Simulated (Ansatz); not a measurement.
Computed with DFT PBE, scalar-relativistic, plane waves, PAW (Ansatz). All cells share a 420 eV cutoff and Γ-centred k meshes spaced at most about 0.3 Å⁻¹ (about 0.25 or finer for metals, 2π included). No spin polarisation in the final relaxations.

Temperature and zero-point effects are left out.

Compare these two cells of Pt₂C, each relaxed at this level.

1. Space group P4_2/mnm (No. 136), tetragonal, a = 5.000 Å, c = 3.215 Å. Pt has 3 C at 2.13–2.14 Å and 1 Pt at 2.78 Å; around C lie 6 Pt at 2.13–2.14 Å.

2. Space group P6/mmm (No. 191), hexagonal, a = 2.854 Å, c = 6.427 Å. Pt is surrounded by 1 C at 1.83 Å and 7 Pt at 2.77–2.85 Å; C is surrounded by 2 Pt at 1.83 Å.

Question: Which form is favoured at zero pressure, and by what margin per atom?

Answer: Cell 1 is lower, by 183 meV/atom. Cell 1 has the anti-rutile type, space group P4_2/mnm (No. 136), 13.4 Å³/atom and no gap on its mesh; cell 2 has space group P6/mmm (No. 191), 15.1 Å³/atom and no gap. Counting C atoms around Pt (those within 1.25 times the shortest such distance or 1.15 times the sum of covalent radii), cell 1 has Pt 3 and cell 2 has Pt 1. The denser one is the lower, and pressure would at first widen the difference. Even the lower one lies +0.69 eV/atom against the reference forms of the elements (uncorrected), so neither is stable at this level. Both come from invented guesses. A third cell relaxed alike, in P-4m2, lies 202 meV/atom below the lower of the two.

These runs have no spin–orbit coupling, which can matter for Pt. Cells relaxed within their symmetry can be saddle points.
